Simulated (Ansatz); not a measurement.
Input and command of a calculation in Ansatz (plane waves; scalar-relativistic PAW potentials unless the input names others):

```yaml
crystal:
  lattice:
    - [-1.9009281599, 1.9009281599, 5.6337877663]
    - [1.9009281599, -1.9009281599, 5.6337877663]
    - [1.9009281599, 1.9009281599, -5.6337877663]
  atoms:
    - { symbol: Sc, position: [0.0, 0.0, 0.0] }
    - { symbol: Pb, position: [0.6550020288, 0.6550020288, 0.0] }
    - { symbol: Pb, position: [0.3449979712, 0.3449979712, 0.0] }
kpoints:
  mp_grid: { grid: [5, 5, 5] }
hamiltonian:
  xc: pbe
scf:
  occupations: { method: gaussian, width: 0.1 }
output:
  forces: true
  eigenvalues: true
  stress: true
```

```bash
ansatz run input.yaml --threads 1 --pin off --max-ram 2560MiB --backend cpu --events-out ev --progress --plain --runs-dir out
```

Abridged log:
```
Pseudopotentials: kind: paw
Pseudopotential: Sc, paw, valence charge 11, recommended cutoff 420 eV (normal)
Pseudopotential: Pb, paw, valence charge 14, recommended cutoff 420 eV (normal)
Functional definition: PBE
Crystal: 3 atoms, lattice volume = 81.431 Å³
Basis set: ecut = 420 eV, 1599 PW (Γ), FFT grids on a1+a3, a2+a3, a3, exchange–correlation on 54×54×90 points (8 copies of the dense FFT grid, shifted against one another)
Bands: 24, of which v1, the nominal top of the filled ones, is band 20 counted from 1 (19 counted from 0)
Symmetry: 16 space group operations
Space group: I4/mmm (ITA 139), of the structure as read, at distance tolerance 4.3e-5 Å
k-points: 18 of 125
Initial density: superposition of atomic densities (neutral atoms: chi_scale 0, normalization atom), corrected by the library's trained network
Initial wavefunctions: pseudopotential atomic-orbital guess
Functional: x = pbe(κ = 0.804, μ = 0.21951497), c = pbe(β = 0.06672455)
SCF iter   1: F=—  HF=-25949.027043 eV  |F-HF|=—  |Δ(HF+E_count)|=         —  Δρ=2.56e-3  dr2=8.12e-3  ethr=1.77e-3  ⟨swp⟩=5.8  Hψ=1971  notcnv=0
SCF iter   2: F=—  HF=-25949.026016 eV  |F-HF|=—  |Δ(HF+E_count)|=   1.03e-3  Δρ=1.46e-3  dr2=2.07e-3  ethr=2.08e-5  ⟨swp⟩=1.6  Hψ=659  notcnv=0
SCF iter   3: F=—  HF=-25949.025721 eV  |F-HF|=—  |Δ(HF+E_count)|=   2.94e-4  Δρ=5.32e-4  dr2=3.76e-4  ethr=5.30e-6  ⟨swp⟩=2.0  Hψ=650  notcnv=0
SCF iter   4: F=—  HF=-25949.025669 eV  |F-HF|=—  |Δ(HF+E_count)|=   5.26e-5  Δρ=1.34e-4  dr2=1.59e-5  ethr=9.65e-7  ⟨swp⟩=2.1  Hψ=516  notcnv=0
SCF iter   5: F=—  HF=-25949.025672 eV  |F-HF|=—  |Δ(HF+E_count)|=   2.92e-6  Δρ=2.98e-5  dr2=6.99e-7  ethr=4.07e-8  ⟨swp⟩=2.4  Hψ=665  notcnv=0
SCF iter   6: F=-25949.025672 eV  HF=-25949.025672 eV  |F-HF|=4.77e-9  |Δ(HF+E_count)|=   1.75e-7  Δρ=5.19e-6  dr2=1.91e-8  ethr=2.56e-10  ⟨swp⟩=7.3  Hψ=2072  notcnv=0
SCF 1 converged in 6 iterations: F = -25949.025672 eV  dr2 = 1.91e-8
SCF converged after 6 iterations
Free energy (F): -25949.025672 eV
Harris-Foulkes:  -25949.025672 eV  (|F-HF|=4.77e-9)
Internal energy: -25949.007058 eV  (E = F + TS)
E sigma→0 (E₀):  -25949.016365 eV
Entropy (-TS):   -0.018614 eV (-6.205 meV/atom)
Fermi energy:    11.086967 eV
--- Forces (eV/Å), atoms counted from 1 ---
  atom   1  Sc     0.00000000     0.00000000     0.00000000
  atom   2  Pb     0.00000000     0.00000000     0.03520915
  atom   3  Pb     0.00000000     0.00000000    -0.03520915
--- Stress (GPa, compression-positive) ---
        0.135517       0.000000       0.000000
        0.000000       0.135517       0.000000
        0.000000       0.000000      -0.320783
  P = ⅓ Tr σ = -0.0166 GPa (-0.166 kbar)
```

Apart from outputs, empty bands and the relaxation, which only the reference makes, the input differs from a reference run on usual settings in kpoints.mp_grid.grid: [16, 16, 16] → [5, 5, 5]; basis.ecutwfc: 420 → not typed. The reference, at the same geometry, ended its own course with pressure -0.02 GPa, largest force 0.002 eV/Å, no gap on the mesh. This run converged in 6 SCF iterations with an energy at zero smearing 5.39 meV/atom below the reference's, pressure -0.02 GPa, largest force 0.035 eV/Å, no gap on the mesh. Its k mesh is looser than usual, and the result moved.

Time: 2.4 s on 1 thread of Arm Neoverse V1 (shared host), peak memory 0.34 GiB.